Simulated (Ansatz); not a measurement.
# Property card for TlWF6

Theory: Ansatz, DFT PBE, scalar-relativistic, plane waves, PAW.

Settings: cutoff 420 eV, Γ-centred mesh 8×8×8 on the computed 8-atom cell, Gaussian smearing of 0.10 eV; collinear spin from starting moments 0.0 0.5 0.0 0.0 0.0 0.0 0.0 0.0 μB.

The structure is relaxed at this level of theory with its symmetry kept, and needn't be the ground state of this composition.

```xyz
8
Lattice="0.0000 4.7716 4.7716 4.7716 0.0000 4.7716 4.7716 4.7716 0.0000" Properties=species:S:1:pos:R:3 pbc="T T T"
Tl    4.7716    4.7716    4.7716
W     0.0000    0.0000    0.0000
F     1.9138    4.7716    4.7716
F     7.6294    4.7716    4.7716
F     4.7716    1.9138    4.7716
F     4.7716    7.6294    4.7716
F     4.7716    4.7716    1.9138
F     4.7716    4.7716    7.6294
```

* Space group: Fm-3m (No. 225)
* Volume per atom: 27.16 Å³
* Formation energy from the elements' standard states (uncorrected): -2.452 eV/atom
* Kohn–Sham band gap: none (metal)
* Density of states at the Fermi level: 25.6 states/eV per cell
* Orbital (Löwdin) character within 0.5 eV of the Fermi level: W 5d 68 %, F 2p 28 %
* Bader charge by site (e): Tl (1 in the cell) 0.95, W (1 in the cell) 3.00, F (6 in the cell) -0.66
* Total moment: 1.00 μB per cell
* Moment by site (μB): W2 0.44

Spin-orbit coupling is left out, which matters for the bands of heavy elements.

Only this magnetic start was tried.

The cell was found from a structure generator's guess, not taken from experiment. Löwdin shares on free-atom orbitals overweight diffuse shells.
